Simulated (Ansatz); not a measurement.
**Electric field gradients in SrLi2SnS4**

The cell is a measured structure from the Crystallography Open Database (COD), ions relaxed with PBE at fixed cell.

```cif
data_SrLi2SnS4
_symmetry_space_group_name_H-M 'I-42m'
_symmetry_Int_Tables_number 121
_cell_length_a 6.6590
_cell_length_b 6.6590
_cell_length_c 7.9180
_cell_angle_alpha 90.000
_cell_angle_beta 90.000
_cell_angle_gamma 90.000
loop_
_atom_site_label
_atom_site_type_symbol
_atom_site_symmetry_multiplicity
_atom_site_Wyckoff_symbol
_atom_site_fract_x
_atom_site_fract_y
_atom_site_fract_z
Li Li 4 d 0.5000 0.0000 0.2500
Sr Sr 2 b 0.0000 0.0000 0.5000
Sn Sn 2 a 0.0000 0.0000 0.0000
S S 8 i 0.2094 0.2094 0.8255
```

One atom of each set is listed; the run and its k-mesh use a cell of 8 atoms with edges of 6.15, 6.15, 6.15 Å.

Level of theory: DFT, r2SCAN, plane waves and PAW, scalar-relativistic, 500 eV cutoff, Γ-centred 6×6×6 k-points, Fermi–Dirac smearing 0.02 eV (Ansatz 0.2.0).

V_zz is the principal component of the electric field gradient with the largest magnitude, η = (V_xx − V_yy)/V_zz and C_Q = eQV_zz/h.

⁷Li: I = 3/2, Q = -40.10 mb; ⁸⁷Sr: I = 9/2, Q = 305.0 mb; ³³S: I = 3/2, Q = -69.40 mb. Quadrupole moments are those of Pyykkö's year-2017 table.

Q: Which values are expected at the nuclei?

A: 

```csv
site,atoms,first shell,V_zz (10²¹ V/m²),η,C_Q (MHz)
Li,2,4 S at 2.46 Å,0.21,0.00,-0.206
Sr,1,8 S at 3.07–3.25 Å,0.21,0.00,1.55
Sn,1,4 S at 2.41 Å,0.28,0.00,–
S,4,"1 Sn at 2.41 Å, 2 Li at 2.46 Å; also 2 Sr at 3.07–3.25 Å",13.41,0.11,-22.5
```

An axis of threefold or higher order runs through Li, Sr and Sn, so V_zz lies along it and η is zero. At S V_zz points along its one bond to Sn (within 1°).

Sn has no stable isotope with a ground-state quadrupole moment in the table, so no C_Q is given.

The largest force is 0.3 eV/Å, so the atoms aren't at the calculated equilibrium and relaxing them would move these values. Without spin–orbit coupling (the program notes it for Sn and Sr) the gradients are little affected as a rule: paired runs on crystals with a gap mostly move them by under 2 % at such atoms. With these PAW files V_zz is typically within 2 to 3 % of all-electron values, but misses above 10 % occur on Li, Sn.

The run took 53 s of wall time (52 s of CPU time) and 0.82 GiB at its peak, on 1 thread of Arm Neoverse V1 (aarch64; 28 cores open to the job, memory cap 3.0 GiB, no GPU), a shared host with a load of 1.0 a core.
